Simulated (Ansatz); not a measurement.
**Ti, dhcp: geometry optimisation**

All numbers below come from DFT, m-r2SCAN, plane waves (500 eV) with PAW, scalar-relativistic (Ansatz 0.2.0). The PAW files were generated under PBE, with cores re-solved for the functional.

k-point mesh 12×12×4, Fermi-Dirac smearing 0.05 eV, starting moments 1.00 ×4 μB. Cell and atoms relax.

Starting structure:

```
Ti
1.0
     2.92294    0.00000    0.00000
    -1.46147    2.53134    0.00000
     0.00000    0.00000    9.54632
Ti
4
Direct
  0.00000 0.00000 0.00000
  0.00000 0.00000 0.50000
  0.33333 0.66667 0.25000
  0.66667 0.33333 0.75000
```

Q: What cell does the relaxation end in?

A: P6_3/mmc with a = 2.931 Å, c = 9.359 Å (c/a = 3.193); 17.41 Å³ per atom against 17.66 at the start (-1.4 %).

Q: How much energy does the relaxation gain?

A: 3.6 meV per atom.

Q: Which magnetic state does it end in?

A: non-magnetic.

m-r²SCAN is r²SCAN on the gauge-invariant kinetic-energy density; without spin polarisation the two are equal.
